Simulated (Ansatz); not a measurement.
The start is a generated cell, W placed in the AFLOW prototype A_oP8_62_2c (A_c). The structure is fully relaxed (lattice and positions, P = 0) with PBE (plane waves to 420 eV, PAW, scalar-relativistic; Ansatz, a quantum-chemistry and plane-wave program). The first steps use a coarse 5×7×7 k-mesh.

Initial structure:
```
CELL_PARAMETERS angstrom
      6.23831     0.00000     0.00000
      0.00000     4.42196     0.00000
      0.00000     0.00000     4.57551
ATOMIC_POSITIONS crystal
  W  0.46400 0.25000 0.29200
  W  0.96400 0.25000 0.20800
  W  0.53600 0.75000 0.70800
  W  0.03600 0.75000 0.79200
  W  0.18100 0.25000 0.65800
  W  0.68100 0.25000 0.84200
  W  0.81900 0.75000 0.34200
  W  0.31900 0.75000 0.15800
```

Task: How large is the pressure on the unrelaxed cell, and of which sign?

Result: +38.0 GPa (positive: the cell is compressed).

Task: What is the largest force in the starting geometry, and on which atom (counted from 1)?

Result: 4.13 eV/Å, on W5, W6, W7, W8 (atoms numbered as listed).

Task: Does the structure survive the relaxation? Give the final space group.

Result: The space group goes from Pnma (No. 62) to Im-3m (No. 229); the end is bcc (W type), with 1 atom in the primitive cell.

Task: By how much does the energy per atom fall from start to end?

Result: 1.22 eV/atom.

Task: How does the volume per atom move from start to end?

Result: +2.3 %, from 15.78 to 16.13 Å³/atom.

Task: How do the shortest distances between atoms change?

Result: The closest pairs of elements (up to four, under 3.6 Å), start → end: W–W 2.43 → 2.76 Å.

Task: What does it relax into? Give the structure.

Result: 
Space group Im-3m (No. 229); a = b = c = 3.184 Å, α = β = γ = 90.00°

```
atom  site  symmetry       x       y       z
----  ----  --------  ------  ------  ------
W       2a      m-3m  0.0000  0.0000  0.0000
```
(The calculation used a cell of 1 atom; values per cell refer to that cell.)

Final values are on a 20×20×20 k-mesh of the relaxed cell. No spin polarisation in the result.

The run could not lose the symmetry of its start.
